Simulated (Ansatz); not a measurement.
The end of the path is a generated cell of Ta2N: the first start was made by placing the elements on the sites of a structure type, and the end was not matched to a known phase here, so it may be hypothetical.

A geometry of Ta2N away from equilibrium: the start of the relaxation of a generated cell, Ta2N placed in the Fe2P structure type. Computed with r2SCAN (plane waves to 500 eV, PAW, scalar-relativistic; Ansatz, a program for electronic structure). Γ-centred k-mesh 6×6×9 on the run's cell, Fermi–Dirac smearing 0.05 eV.

```xyz
9
Lattice="6.1348 0.0000 0.0000 -3.0674 5.3129 0.0000 0.0000 0.0000 3.5877" Properties=species:S:1:pos:R:3:forces:R:3 pbc="T T T" free_energy=-60816.900 pressure_GPa=4.9
Ta     1.5705     0.0000     0.0000    0.3220    0.0000    0.0000
Ta    -0.7853     1.3601     0.0000   -0.1610    0.2788    0.0000
Ta     2.2821     3.9528     0.0000   -0.1610   -0.2788    0.0000
Ta     3.6134     0.0000     1.7939    0.3550    0.0000    0.0000
Ta    -1.8067     3.1293     1.7939   -0.1775    0.3075    0.0000
Ta     1.2607     2.1836     1.7939   -0.1775   -0.3075    0.0000
N      0.0000     0.0000     1.7939    0.0000    0.0000    0.0000
N      0.0000     3.5419     0.0000    0.0000    0.0000    0.0000
N      3.0674     1.7710     0.0000    0.0000    0.0000    0.0000
```

Positions in Å, forces in eV/Å, free energy of the cell in eV (comparable only within this code, potentials and settings). Largest force: 0.36 eV/Å, on Ta4, Ta5, Ta6 (atoms numbered as listed); the geometry lies 0.31 eV/atom above the end of its relaxation.

No spin polarisation in the result. The relaxed primitive cell holds an odd number of electrons. A magnetic state may lie lower.

The run could not lose the symmetry of its start: the end is stationary, and may be a saddle point rather than a minimum.
